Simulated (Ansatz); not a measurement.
Is this Cd3SeS2 structure a true minimum?

The cell was found from a structure generator's guess, not taken from experiment.

Theory: DFT PBE, scalar-relativistic, plane waves, PAW (Ansatz). Plane waves to 420 eV, a k mesh through Γ of 6×6×2 on the computed 12-atom cell and Gaussian smearing (0.02 eV); no spin polarisation.

The cell below (12 atoms, space group P3m1 (No. 156)) is relaxed within its symmetry.

```cif
data_structure
_symmetry_space_group_name_H-M 'P 1'
_symmetry_Int_Tables_number 1
_cell_length_a 4.2575
_cell_length_b 4.2575
_cell_length_c 20.8188
_cell_angle_alpha 90.000
_cell_angle_beta 90.000
_cell_angle_gamma 120.000
_cell_volume 326.81
loop_
_atom_site_label
_atom_site_type_symbol
_atom_site_fract_x
_atom_site_fract_y
_atom_site_fract_z
_atom_site_occupancy
Cd1 Cd 0.33333 0.66667 0.00167 1
Cd2 Cd 0.33333 0.66667 0.33942 1
Cd3 Cd 0.33333 0.66667 0.66345 1
Cd4 Cd 0.66667 0.33333 0.17762 1
Cd5 Cd 0.66667 0.33333 0.50142 1
Cd6 Cd 0.66667 0.33333 0.82547 1
Se1 Se 0.33333 0.66667 0.13034 1
Se2 Se 0.66667 0.33333 0.95451 1
S1 S 0.33333 0.66667 0.46303 1
S2 S 0.33333 0.66667 0.78708 1
S3 S 0.66667 0.33333 0.30096 1
S4 S 0.66667 0.33333 0.62504 1
```

For the test it was strained at random (σ = 1.5 % a component), the atoms were moved at random (σ = 0.10 Å), and all was relaxed again on a coarse 6×6×1 mesh (in the run’s order of axes) with 0.10 eV smearing, with no symmetry imposed.

**Question.** What happens?

**Answer.** It returns, within 1 meV/atom of the unmoved cell on that mesh and with the same symmetry when read at 0.1 Å (Cm at 0.01 Å, so small strains and shifts remain). So it is stable against the distortions that fit this cell and that this random move excites. Modes that don't fit the cell aren't tested.
